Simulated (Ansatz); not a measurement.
YGa:
```
CELL_PARAMETERS angstrom
      2.16941    -5.42222     0.00000
      2.16941     5.42222     0.00000
      0.00000     0.00000     4.06634
ATOMIC_POSITIONS crystal
  Y  0.86146 0.13854 0.25000
  Y  0.13854 0.86146 0.75000
  Ga 0.57486 0.42514 0.25000
  Ga 0.42514 0.57486 0.75000
```

Relaxed with r²SCAN. Special points in fractions of this cell's reciprocal vectors: Γ (0.000, 0.000, 0.000); Y (-0.500, 0.500, 0.000); C0 (-0.290, 0.710, 0.000); Σ0 (0.290, 0.290, 0.000); Z (0.000, 0.000, 0.500); A0 (0.290, 0.290, 0.500); E0 (-0.290, 0.710, 0.500); T (-0.500, 0.500, 0.500); S (0.000, 0.500, 0.000); R (0.000, 0.500, 0.500).

**Question.** List the band energies nearest the Fermi level at these points for r²SCAN (plane waves, PAW; program Ansatz).

**Answer.** In eV from the Fermi level; about four levels below and three above (degenerate sets whole), none deeper than 8.9 eV; points with the same levels are listed once.

| k | below | above |
|---|---|---|
| Γ | -4.65 -1.64 -0.75 -0.32 | 0.18 0.97 1.59 |
| Y | -0.71 -0.44 -0.25 -0.17 | 0.36 2.16 2.48 |
| C0 | -3.52 -1.18 -0.87 -0.62 | 1.45 1.51 2.41 |
| Z | -0.76 -0.76 -0.22 -0.22 | 4.05 4.05 4.19 4.19 |
| A0 | -2.11 -2.11 -1.05 -1.05 | 0.34 0.34 3.30 3.30 |
| T | -2.91 -2.91 -0.21 -0.21 | 0.83 0.83 2.40 2.40 |
| S | -2.94 -2.06 -0.84 -0.63 | 1.15 1.60 2.77 |
| R | -1.81 -1.81 -1.10 -1.10 | 0.04 0.04 3.82 3.82 |

Space group Cmcm. The workflow started from a Materials Project entry (that database holds measured and hypothetical structures alike); the Crystallography Open Database files this formula in space group No. 63, but the cells were not matched. Whether it is the stable phase at ambient conditions was not checked. Symmetry was held in the r²SCAN relaxation; its stability against distortions is not shown here. No spin polarisation was allowed. Spin–orbit coupling is left out wherever it is not named.

Potentials: the earlier of the program's two PAW sets.
